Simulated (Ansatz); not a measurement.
Sc (hcp, Mg type)

```xyz
2
Lattice="3.3195 0.0000 0.0000 -1.6597 2.8748 0.0000 0.0000 0.0000 5.1664" Properties=species:S:1:pos:R:3 pbc="T T T"
Sc     0.0000     1.9165     3.8748
Sc     1.6597     0.9583     1.2916
```

The atoms are displaced by Q × the pattern below (from a DFPT mode at Γ, largest move 1; Q in Å), at fixed cell.

```json
[
 {"atom": "Sc1", "x": "0.000", "y": "0.000", "z": "1.000"},
 {"atom": "Sc2", "x": "0.000", "y": "0.000", "z": "-1.000"}
]
```

All values below come from PBE (plane waves to 420 eV, PAW, scalar-relativistic; Ansatz, a quantum-chemistry and plane-wave program). k mesh 16×16×9 (Γ-centred), Fermi-Dirac smearing 0.05 eV. With partly filled bands, energies and forces of such displacements shift with the k mesh and the smearing. Sc is run without spin polarisation. Sc was relaxed with its symmetry unable to fall. The PAW data are Ansatz's earlier set. 

```tsv
Q (Å)	−dE/dQ from forces (eV/Å)
-0.280	5.280
-0.233	4.326
-0.187	3.399
-0.140	2.486
-0.093	1.616
-0.047	0.793
0.000	0.000
0.047	-0.793
0.093	-1.616
0.140	-2.486
0.187	-3.399
0.233	-4.326
0.280	-5.280
```

**Question.** What harmonic wavenumber does the curvature at Q = 0 give?

**Answer.** 226 cm⁻¹. E″ = 16.90 eV/Å², M = Σ mᵢ|uᵢ|² = 89.9 u, ν̃ = 521.5·√(|E″|/M).

(A displaced cell: forces are minus the slopes of the energy, force constants its curvatures, and phonons follow from these.)
